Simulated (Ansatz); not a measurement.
Y:
```
CELL_PARAMETERS angstrom
      0.00000     2.45096     2.45096
      2.45096     0.00000     2.45096
      2.45096     2.45096     0.00000
ATOMIC_POSITIONS crystal
  Y  0.00000 0.00000 0.00000
```

Relaxed with LDA. Special points in fractions of this cell's reciprocal vectors: Γ (0.000, 0.000, 0.000); X (0.500, 0.000, 0.500); U (0.625, 0.250, 0.625); K (0.375, 0.375, 0.750); L (0.500, 0.500, 0.500); W (0.500, 0.250, 0.750).

Question: List the band energies nearest the Fermi level at these points for plane-wave PAW LDA (Ansatz code).

Answer: In eV from the Fermi level; about four levels below and three above (degenerate sets whole), none deeper than 8.9 eV; points with the same levels are listed once.

```
k        below                above
-  -----------  -------------------
Γ        -4.86       1.83 1.83 1.83
X  -2.00 -1.10  2.58 5.77 6.25 6.25
U  -1.17 -0.54       1.28 3.87 5.45
L        -2.12       0.99 1.63 1.63
W        -0.88       0.30 0.30 2.81
```

Space group Fm-3m (fcc (Cu type)). The workflow started from an entry of the Crystallography Open Database (COD), which files this formula under 2 space groups. It is not the phase usual at ambient conditions (space group No. 194). The cell was relaxed with LDA under the symmetry of its start; whether a distortion lowers the energy is not shown. No spin polarisation was allowed. Spin–orbit coupling is left out wherever it is not named.

Potentials: the later of the program's two PAW sets.
